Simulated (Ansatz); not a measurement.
A geometry of SiS₂ away from equilibrium: the start of the relaxation of a relaxed SiS2 cell, doubled along one cell vector, shaken by Gaussian noise of σ = 0.08 Å a coordinate. The numbers are results of r2SCAN (plane waves to 500 eV, PAW, scalar-relativistic; Ansatz, an electronic-structure program), not measurements. Γ-centred k-mesh 4×7×7 on the run's cell (coarser than for final values), Fermi–Dirac smearing 0.05 eV.

```xyz
6
Lattice="0.0000 5.9055 5.9055 2.9528 0.0000 2.9528 2.9528 2.9528 0.0000" Properties=species:S:1:pos:R:3 pbc="T T T"
Si     0.0626     0.0051     0.0864
Si     2.9576     5.8717     2.9769
S      1.5021     1.4586     1.5797
S      1.4411     4.4092     4.3286
S      4.3149     4.3602     4.6027
S      4.5613     7.5364     7.3675
```

Task: Give the Cartesian forces on all atoms (eV/Å).

Result: 
| atom | Fx | Fy | Fz |
|---|---|---|---|
| Si1 | -0.03 | -0.09 | 0.06 |
| Si2 | 0.02 | -0.02 | 0.07 |
| S3 | -0.26 | 0.36 | 0.24 |
| S4 | 0.18 | -0.11 | 0.46 |
| S5 | 0.10 | 0.41 | -0.44 |
| S6 | 0.00 | -0.55 | -0.40 |

Task: What is the pressure?

Result: +1.2 GPa, compression positive.

No spin polarisation in the result. No dispersion correction is included, so spacings between layers, chains or molecules are soft and tend to come out too large.

The end of the path is a generated cell of SiS2: the first start was made by placing the elements on the sites of a structure type, and the end was not matched to a known phase here, so it may be hypothetical.
